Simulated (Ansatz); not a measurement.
A relaxed structure of CdS is spoiled in several ways and relaxed again each time (noise and exchanges are one random draw each; pressure is positive under compression). These are r2SCAN (plane waves to 500 eV, PAW, scalar-relativistic; Ansatz, a quantum-chemistry and plane-wave program) values and carry that method's errors.

```cif
data_Cd4S4
_chemical_formula_sum 'Cd4 S4'
_space_group_name_H-M_alt 'P63mc'
_space_group_IT_number 186
_space_group_name_Hall 'P 6c -2c'
_cell_length_a 4.16038
_cell_length_b 4.16038
_cell_length_c 13.56010
_cell_angle_alpha 90.000
_cell_angle_beta 90.000
_cell_angle_gamma 120.000
loop_
_atom_site_label
_atom_site_type_symbol
_atom_site_symmetry_multiplicity
_atom_site_Wyckoff_symbol
_atom_site_fract_x
_atom_site_fract_y
_atom_site_fract_z
_atom_site_occupancy
Cd1 Cd 2 a 0.00000 0.00000 0.00045 1
Cd2 Cd 2 b 0.33333 0.66667 0.25023 1
S1 S 2 a 0.00000 0.00000 0.31256 1
S2 S 2 b 0.33333 0.66667 0.06239 1
```

One start gave a first pressure of -3.1 GPa and released 0.052 eV/atom. Which change was it?
A. deformed by the Cartesian strain tensor (xx, yy, zz, yz, xz, xy) = (0.009, 0.074, -0.011, 0.005, -0.033, -0.013)
B. shaken by Gaussian noise of σ = 0.08 Å a coordinate
C. with every coordinate shifted by Gaussian noise of σ = 0.2 Å

A, deformed by the Cartesian strain tensor (xx, yy, zz, yz, xz, xy) = (0.009, 0.074, -0.011, 0.005, -0.033, -0.013). All starts:

```tsv
change	first pressure (GPa)	first V (Å³/atom)	released (eV/atom)	moves	outcome	final group	E − E(parent) (eV/atom)
with every coordinate shifted by Gaussian noise of σ = 0.2 Å	5.4	25.41	0.32	6	returns to the parent	P6₃mc	0.000
deformed by the Cartesian strain tensor (xx, yy, zz, yz, xz, xy) = (0.009, 0.074, -0.011, 0.005, -0.033, -0.013)	-3.1	27.20	0.052	5	returns to the parent	P6₃mc	0.000
shaken by Gaussian noise of σ = 0.08 Å a coordinate	0.5	25.41	0.033	3	returns to the parent	P6₃mc	0.000
```

First-step values come from each run's starting, coarser k-mesh (7×7×2, 6×6×2). The runs use different k-meshes, so differences are rounded accordingly. No spin polarisation in the result.

The first start was generated by placing the elements on the sites of a structure type. A measured structure of CdS has the same space group, P6₃mc (No. 186); the sites were not compared with it.
